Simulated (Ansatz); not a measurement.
**Fe7Co (Im-3m): electronic heat capacity from the density of states**

All numbers below come from DFT r2SCAN, scalar-relativistic, plane waves, PAW in Ansatz 0.2.0.

Plane waves to 500 eV, a k mesh through Γ of 10×10×10 on the computed 8-atom cell and Gaussian smearing (0.10 eV); collinear spin from starting moments 3.01 3.01 3.01 3.1 3.1 3.1 3.1 2.12 μB.

Relaxed cell: Im-3m, a = 5.701 Å, b = 5.701 Å, c = 5.701 Å, α = 90.00°, β = 90.00°, γ = 90.00°, 8 atoms in the primitive cell. Whether it is the stable form of this composition wasn't checked.

The density of states at the Fermi level is 6.297 states/eV in the cell of 8 atoms (1 formula unit; both spins, tetrahedra on a 15×15×15 mesh). The run ends with a moment of 20.20 μB a cell (largest on a site 2.82 μB), and the figure is for this state; a paramagnetic sample can have a quite different one. Another magnetic order, if the compound takes it, can change N(E_F) and the shape of the cell a good deal.

Question: What Sommerfeld coefficient does this give?

Answer: Per formula unit N(E_F) = 6.297 states/eV. γ = (π²/3) k_B² N(E_F) N_A = 2.357 mJ/(mol K²) per state/eV, so γ = 14.8 mJ/(mol K²), a mole of formula units. This is the bare band result: a measured γ of the same phase and magnetic order is as a rule larger by a factor 1 + λ from phonons and spin fluctuations. N(E_F) at one energy is sensitive to the mesh where the density of states has sharp peaks.

The state reached may not be the lowest one. Only parallel moments were tried here.

Only this magnetic start was tried.

Cost: 1 run of about 6.7 core-minutes, on AMD EPYC 7R43 (Zen 3) (shared hosts).